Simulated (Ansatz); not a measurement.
# C: hydrostatic pressure series

All numbers below come from Ansatz, DFT LDA, scalar-relativistic, plane waves, PAW. Run with 420 eV cutoff, 18×18×6 k-mesh, Gaussian smearing of 0.10 eV, no spin polarisation.

Reference structure (relaxed):

```xyz
4
Lattice="1.2228 -2.1167 0.0000 1.2228 2.1167 0.0000 0.0000 0.0000 6.7353" Properties=species:S:1:pos:R:3 pbc="T T T"
C     1.2228    1.7641    5.0516
C     1.2228   -0.3527    1.6838
C     1.2228   -1.7641    1.6838
C     1.2228    0.3527    5.0516
```

Cell and atoms are relaxed at each pressure within the symmetry of the start, at zero temperature, so transitions that lower the symmetry aren't seen. The k-mesh given is that at zero pressure and may differ at others.

Question: Give the structure at 1 GPa.

Answer:
```xyz
4
Lattice="1.2219 -2.1148 0.0000 1.2219 2.1148 0.0000 0.0000 0.0000 6.5425" Properties=species:S:1:pos:R:3 pbc="T T T"
C     1.2219    1.7625    4.9069
C     1.2219   -0.3523    1.6356
C     1.2219   -1.7625    1.6356
C     1.2219    0.3523    4.9069
```
It takes space group Fmmm (No. 69, orthorhombic). Conventional cell: a = 2.444 Å, b = 4.230 Å, c = 6.542 Å, α = 90.00°, β = 90.00°, γ = 90.00°. Around C (site symmetry m2m) lie 3 C at 1.41 Å.

This form isn't the element's structure at ambient conditions.